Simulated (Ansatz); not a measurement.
**Ansatz 0.2.0, single run: La2GeBO6**

input.yaml:

```yaml
crystal:
  lattice:
    - [2.726388, 1.574079, 4.395032]
    - [-2.726388, 1.574079, 4.395032]
    - [0.0, -3.148159, 4.395032]
  atoms:
    - { symbol: La, position: [0.752, 0.752, 0.752] }
    - { symbol: Ge, position: [0.503, 0.503, 0.503] }
    - { symbol: B, position: [0.0, 0.0, 0.0] }
    - { symbol: O, position: [0.69, 0.255, 0.789] }
    - { symbol: O, position: [0.789, 0.69, 0.255] }
    - { symbol: O, position: [0.255, 0.789, 0.69] }
    - { symbol: O, position: [0.208, 0.324, 0.735] }
    - { symbol: O, position: [0.735, 0.208, 0.324] }
    - { symbol: O, position: [0.324, 0.735, 0.208] }
    - { symbol: La, position: [0.248, 0.248, 0.248] }
  symmetry: { tolerance: 0.0003 }
kpoints:
  mp_grid: { grid: [4, 4, 4], shift: [0, 0, 0] }
magnetization:
  spin_polarized: false
scf:
  occupations: { method: fermi_dirac }
hamiltonian:
  pseudopotentials: { kind: paw }
  xc: lda
basis:
  ecutwfc: 420
  xc_grid: 4
output:
  forces: true
  stress: true
  eigenvalues: true
```

The command:

```bash
ansatz run input.yaml --threads 1 --pin off --max-ram 2560MiB --backend cpu --events-out ev --progress --plain --runs-dir out
```

Origin of the cell: a known structure type with other elements, at an estimated volume, so it need not be a known compound.

The smearing width isn't typed, so it takes its default of 0.1 eV.

Output (shortened):

```
Warning: crystal.lattice misses the space group found at crystal.symmetry.tolerance 3.0e-4 in a digit that the deck types, which is why this is a warning: making the lattice exact moves one o […]
Pseudopotentials: kind: paw
Pseudopotential: La, paw, valence charge 11, recommended cutoff 420 eV (normal), La.paw.azcp
Pseudopotential: Ge, paw, valence charge 14, recommended cutoff 420 eV (normal), Ge.paw.azcp
Pseudopotential: B, paw, valence charge 3, recommended cutoff 420 eV (normal), B.paw.azcp
Pseudopotential: O, paw, valence charge 6, recommended cutoff 420 eV (normal), O.paw.azcp
Functional definition: SPW92
  exchange = slater_x
  correlation = pw_c
Crystal: 10 atoms, lattice volume = 113.169 Å³
Basis set: ecut = 420 eV, 2193 PW (Γ), exchange–correlation on 160×160×160 points (64 copies of the dense FFT grid, shifted against one another)
Bands: 48, of which v1, the nominal top of the filled ones, is band 38 counted from 1 (37 counted from 0)
Symmetry: 3 space group operations
Space group: R3 (ITA 146), of the structure as read, at distance tolerance 1.5e-3 Å
[… 13 lines left out …]
Initial density: superposition of atomic densities (neutral atoms: chi_scale 0, normalization atom), corrected by the library's trained network
Functional: x = slater, c = lda
SCF iter   1: F=—  HF=-19855.849335 eV  Δρ=1.73e-2  dr2=2.97e-1
SCF iter   2: F=—  HF=-19855.775999 eV  Δρ=4.66e-3  dr2=1.51e-2
SCF iter   3: F=—  HF=-19855.772625 eV  Δρ=2.52e-3  dr2=6.00e-3
SCF iter   4: F=—  HF=-19855.770578 eV  Δρ=2.99e-4  dr2=1.56e-4
SCF iter   5: F=—  HF=-19855.770507 eV  Δρ=1.84e-4  dr2=4.84e-5
SCF iter   6: F=—  HF=-19855.770482 eV  Δρ=4.89e-5  dr2=3.79e-6
SCF iter   7: F=—  HF=-19855.770481 eV  Δρ=1.50e-5  dr2=2.31e-7
SCF iter   8: F=—  HF=-19855.770481 eV  Δρ=1.12e-5  dr2=1.41e-7
SCF iter   9: F=-19855.770481 eV  HF=-19855.770481 eV  Δρ=2.57e-6  dr2=8.47e-9
SCF 1 converged in 9 iterations: F = -19855.770481 eV  dr2 = 8.47e-9
SCF converged after 9 iterations
Free energy (F): -19855.770481 eV
Harris-Foulkes:  -19855.770481 eV  (|F-HF|=5.60e-9)
Internal energy: -19855.720582 eV  (E = F + TS)
E sigma→0 (E₀):  -19855.745531 eV
Entropy (-TS):   -0.049899 eV (-4.990 meV/atom)
Fermi energy:    13.991881 eV
--- Per-component energies (eV) ---
  E_band       = -2.304463
  E_kinetic    = 1586.043544
  E_local      = -4897.796955  (includes V_loc(G=0)·N_el)
  E_nonlocal   = 943.899483
  E_hartree    = 2006.052716
  E_xc         = -820.798765
  E_vxc        = -960.275859  (∫ρ·V_xc dr)
  E_paw        = -13391.070730  (= ΣΔE_a)
  E_vpaw       = -686.296838  (= ΣTr[D̂ρ^β])
  E_aug_tail   = 0.014878  (compensation charges beyond the density's cutoff)
  E_ewald      = -5285.245876
  E_core_change = 3.181122  (= ΣΔE_core)
  E_smearing   = -0.049899  (= −TS)
  Σ components = -19855.770481   (vs F -19855.770481, Δ=0.00e0)
--- Forces (eV/Å), atoms counted from 1 ---
  atom   1  La     0.000000    -0.000000     0.025154
  atom   2  Ge    -0.000000     0.000000    -0.719465
  atom   3  B      0.000000     0.000000    -0.252156
  atom   4  O      1.265846    -0.956093     1.570573
  atom   5  O      0.195078     1.574301     1.570573
  atom   6  O     -1.460924    -0.618209     1.570573
  atom   7  O      0.063626    -1.774811    -1.310904
  atom   8  O      1.505219     0.942508    -1.310904
  atom   9  O     -1.568845     0.832304    -1.310904
  atom  10  La    -0.000000    -0.000000     0.167443
  max |Σ_I F_I| component: 1.77e-5 eV/Å
--- Stress (GPa, compression-positive) ---
       -2.838615       0.000000       0.000000
       -0.000000      -2.838615       0.000000
       -0.000000       0.000000      -3.187781
  P = ⅓ Tr σ = -2.9550 GPa (-29.550 kbar)
```

Caveats: no moments, though an odd count or open d shells may carry them; no spin-orbit coupling, though heavy elements are present; the k mesh is coarse if the cell is a metal.

It ran for 12 s on 1 thread of Arm Neoverse V1 (shared host), peak memory 0.42 GiB, from the program's own first density.
